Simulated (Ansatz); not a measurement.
input.yaml

```yaml
crystal:
  lattice:
    - [0.0, 3.9804791987, 3.9804791987]
    - [3.9804791987, 0.0, 3.9804791987]
    - [3.9804791987, 3.9804791987, 0.0]
  atoms:
    - { symbol: Mg, position: [0.5, 0.5, 0.5] }
    - { symbol: Zr, position: [0.0, 0.0, 0.0] }
    - { symbol: F, position: [0.7331459518, 0.2668540482, 0.2668540482] }
    - { symbol: F, position: [0.2668540482, 0.7331459518, 0.7331459518] }
    - { symbol: F, position: [0.2668540482, 0.7331459518, 0.2668540482] }
    - { symbol: F, position: [0.7331459518, 0.2668540482, 0.7331459518] }
    - { symbol: F, position: [0.2668540482, 0.2668540482, 0.7331459518] }
    - { symbol: F, position: [0.7331459518, 0.7331459518, 0.2668540482] }
basis:
  ecutwfc: 420
kpoints:
  mp_grid: { grid: [6, 6, 6] }
hamiltonian:
  xc: pbesol
scf:
  occupations: { method: gaussian, width: 0.02 }
output:
  forces: true
  stress: true
  eigenvalues: true
```

Run as
```bash
ansatz run input.yaml --threads 1 --pin off --max-ram 2560MiB --backend cpu --events-out ev --progress --plain --runs-dir out
```

Computed with Ansatz 0.2.0, DFT PBEsol, scalar-relativistic, plane waves, PAW.

From the run's log, abridged:

```
Pseudopotentials: kind: paw
Pseudopotential: Mg, paw, valence charge 10, recommended cutoff 420 eV (normal)
Pseudopotential: Zr, paw, valence charge 12, recommended cutoff 420 eV (normal)
Pseudopotential: F, paw, valence charge 7, recommended cutoff 420 eV (normal)
Functional definition: PBEsol
Crystal: 8 atoms, lattice volume = 126.135 Å³
Basis set: ecut = 420 eV, 2445 PW (Γ), exchange–correlation on 80×80×80 points (8 copies of the dense FFT grid, shifted against one another)
Bands: 40, of which v1, the nominal top of the filled ones, is band 32 counted from 1 (31 counted from 0)
Symmetry: 48 space group operations
Space group: Fm-3m (ITA 225), of the structure as read, at distance tolerance 5.0e-5 Å
k-points: 16 of 216
Initial density: superposition of atomic densities (neutral atoms: chi_scale 0, normalization atom), corrected by the library's trained network
Initial wavefunctions: pseudopotential atomic-orbital guess
Functional: x = pbesol(κ = 0.804, μ = 0.12345679), c = pbesol(β = 0.046)
SCF iter   1: F=—  HF=-10854.869516 eV  |F-HF|=—  |Δ(HF+E_count)|=         —  Δρ=1.34e-2  dr2=1.44e-1  ethr=1.77e-3  ⟨swp⟩=6.9  Hψ=2596  notcnv=0
SCF iter   2: F=—  HF=-10854.832327 eV  |F-HF|=—  |Δ(HF+E_count)|=   3.72e-2  Δρ=3.28e-3  dr2=1.06e-2  ethr=2.24e-4  ⟨swp⟩=2.1  Hψ=1215  notcnv=0  defer=31
SCF iter   3: F=—  HF=-10854.829791 eV  |F-HF|=—  |Δ(HF+E_count)|=   2.54e-3  Δρ=8.50e-4  dr2=7.93e-4  ethr=1.66e-5  ⟨swp⟩=2.1  Hψ=1017  notcnv=0  defer=16
automatic band count: iteration 3 solves 39 bands in place of 40: the levels show a gap, and the empty bands left out lie too high to hold charge; the band table lists the bands solved (type scf.n_extra_bands for more)
SCF iter   4: F=—  HF=-10854.829668 eV  |F-HF|=—  |Δ(HF+E_count)|=   1.24e-4  Δρ=1.81e-4  dr2=2.74e-5  ethr=1.24e-6  ⟨swp⟩=2.0  Hψ=1196  notcnv=0  defer=16
SCF iter   5: F=—  HF=-10854.829598 eV  |F-HF|=—  |Δ(HF+E_count)|=   7.00e-5  Δρ=4.10e-5  dr2=1.55e-6  ethr=4.29e-8  ⟨swp⟩=2.0  Hψ=956  notcnv=0  defer=16
SCF iter   6: F=-10854.829597 eV  HF=-10854.829597 eV  |F-HF|=8.04e-8  |Δ(HF+E_count)|=   3.49e-7  Δρ=6.37e-6  dr2=4.18e-8  ethr=1.56e-10  ⟨swp⟩=8.6  Hψ=2972  notcnv=0
SCF 1 converged in 6 iterations: F = -10854.829597 eV  dr2 = 4.18e-8
SCF converged after 6 iterations
Free energy (F): -10854.829597 eV
Harris-Foulkes:  -10854.829597 eV  (|F-HF|=8.04e-8)
Internal energy: -10854.829597 eV  (E = F + TS)
E sigma→0 (E₀):  -10854.829597 eV
Fermi energy:    2.743787 eV
--- Per-component energies (eV) ---
  E_band       = -894.734462
  E_kinetic    = 1641.353536
  E_local      = -7392.543753  (includes V_loc(G=0)·N_el)
  E_nonlocal   = 614.751582
  E_hartree    = 2786.923840
  E_xc         = -659.847422
  E_vxc        = -834.334013  (∫ρ·V_xc dr)
  E_paw        = -4340.177308  (= ΣΔE_a)
  E_vpaw       = -497.815075  (= ΣTr[D̂ρ^β])
  E_aug_tail   = 0.012348  (compensation charges beyond the density's cutoff)
  E_ewald      = -3505.781658
  E_core_change = 0.479239  (= ΣΔE_core)
  E_smearing   =  0.000000  (= −TS)
--- Forces (eV/Å), atoms counted from 1 ---
  atom   1  Mg     0.00000000     0.00000000     0.00000000
  atom   2  Zr     0.00000000     0.00000000     0.00000000
  atom   3  F     -3.32589689     0.00000000     0.00000000
  atom   4  F      3.32589689     0.00000000     0.00000000
  atom   5  F      0.00000000    -3.32589689     0.00000000
  atom   6  F      0.00000000     3.32589689     0.00000000
  atom   7  F      0.00000000     0.00000000    -3.32589689
  atom   8  F      0.00000000     0.00000000     3.32589689
--- Stress (GPa, compression-positive) ---
       -3.434826       0.000000       0.000000
        0.000000      -3.434826       0.000000
        0.000000       0.000000      -3.434826
  P = ⅓ Tr σ = -3.4348 GPa (-34.348 kbar)
--- Band table (eV; the first three rows and the last of 16) ---
  k-point 0: bands = ["-69.1943", "-47.3371", "-36.1829", "-36.1829", "-36.1829", "-25.4846", "-25.4846", "-25.4846", "-20.2694", "-19.7051", "-19.7051", "-19.3846", "-19.3846", "-19.3846", "-3.9324", "-2.7388", "-2.7388", "-2.3618", "-2.3618", "-2.3618", "-2.3398", "-2.3398", "-2.3398", "-0.6487", "-0.6487", "-0.6487", "-0.6149", "-0.6149", "-0.6149", "-0.0080", "-0.0080", "-0.0080", "5.4956", "5.4956", "5.4956", "7.4629", "8.6084", "8.6084", "11.7678"]
  k-point 1: bands = ["-69.1943", "-47.3371", "-36.1829", "-36.1829", "-36.1829", "-25.4874", "-25.4845", "-25.4845", "-20.2115", "-19.7342", "-19.7342", "-19.4455", "-19.3542", "-19.3542", "-3.8109", "-2.9259", "-2.9259", "-2.4748", "-2.2728", "-2.2728", "-2.2468", "-2.0861", "-2.0861", "-0.8069", "-0.7760", "-0.7760", "-0.6214", "-0.6214", "-0.6114", "-0.0733", "-0.0733", "-0.0507", "5.5170", "5.5354", "5.5354", "7.7652", "8.5756", "8.5756", "11.7832"]
  k-point 2: bands = ["-69.1943", "-47.3371", "-36.1829", "-36.1829", "-36.1829", "-25.4927", "-25.4842", "-25.4842", "-20.0528", "-19.7815", "-19.7815", "-19.6104", "-19.3042", "-19.3042", "-3.4879", "-3.1282", "-3.1282", "-2.7074", "-2.0570", "-2.0018", "-2.0018", "-1.7447", "-1.7447", "-1.2573", "-1.1216", "-1.1216", "-0.6089", "-0.6089", "-0.5115", "-0.2329", "-0.2329", "-0.1597", "5.5557", "5.6124", "5.6124", "8.5134", "8.5134", "8.5760", "11.0023"]
  k-point 15: bands = ["-69.1943", "-47.3371", "-36.1829", "-36.1829", "-36.1829", "-25.4874", "-25.4871", "-25.4863", "-20.1586", "-19.7924", "-19.7208", "-19.3936", "-19.3910", "-19.3741", "-4.0067", "-3.0434", "-2.5190", "-2.3258", "-2.1745", "-2.0781", "-1.8837", "-1.6988", "-1.2416", "-1.1447", "-1.0437", "-0.9875", "-0.9802", "-0.9542", "-0.7609", "-0.7439", "-0.4666", "-0.1271", "5.5689", "5.6905", "5.7480", "8.0670", "8.5711", "10.4656", "10.7990"]
```

The calculation finished and met its thresholds.

Time: 4.3 s on 1 thread of Arm Neoverse V1, with other jobs on the host, peak memory 0.39 GiB.